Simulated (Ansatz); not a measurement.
Q: C in space group P6_3/mmc (No. 194; C on 6h) is relaxed with plane-wave PAW PBEsol (Ansatz code). What lattice parameters of the conventional cell result?

A: a = 4.436 Å, c = 2.520 Å.

Q: Give the free coordinates with the occupied sites.

A: In one choice of origin and axes:

```
atom  site  symmetry       x       y       z
----  ----  --------  ------  ------  ------
C       6h       mm2  0.1041  0.5520  0.2500
```

Q: Is it a metal or does it have a gap at this level?

A: A gap of 2.25 eV, direct.

The start of the workflow was typed in or built on a structure type. Its sites differ from those of the usual phase in this space group: another stacking or structure type. The PBEsol relaxation kept the symmetry of its start; whether a distortion lowers the energy is not shown.

Potentials: the later of the program's two PAW sets.
